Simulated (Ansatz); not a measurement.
Al₃GaSb₄: rattling a relaxed structure

The cell was found from a structure generator's guess, not taken from experiment.

Computed with Ansatz, DFT PBE, scalar-relativistic, plane waves, PAW. Cutoff 420 eV; k points 6×6×6 on the computed 8-atom cell (Γ-centred); Gaussian smearing, width 0.02 eV; no spin polarisation.

The cell below (8 atoms, space group I-42m (No. 121)) is relaxed within its symmetry.

```
Al Ga Sb
1.0
    -3.11124    3.11124    6.22252
     3.11124   -3.11124    6.22252
     3.11124    3.11124   -6.22252
Al Ga Sb
3 1 4
Direct
  0.50000 0.50000 0.00000
  0.25000 0.75000 0.50000
  0.75000 0.25000 0.50000
  0.00000 0.00000 0.00000
  0.62521 0.62521 0.50046
  0.12474 0.12474 0.49954
  0.87526 0.37479 0.00000
  0.37479 0.87526 0.00000
```

For the test it was strained at random (σ = 1.5 % a component), the atoms were moved at random (σ = 0.15 Å), and all was relaxed again on a coarse 4×4×4 mesh (in the run’s order of axes) with 0.10 eV smearing, with no symmetry imposed.

Spin–orbit coupling, which can matter for Sb, is left out.

Problem. Does it come back?

Solution. It returns, within 1 meV/atom of the unmoved cell on that mesh and with the same symmetry when read at 0.1 Å (C2 at 0.01 Å, so small strains and shifts remain). So it is stable against the distortions that fit this cell and that this random move excites. Modes that don't fit the cell aren't tested.
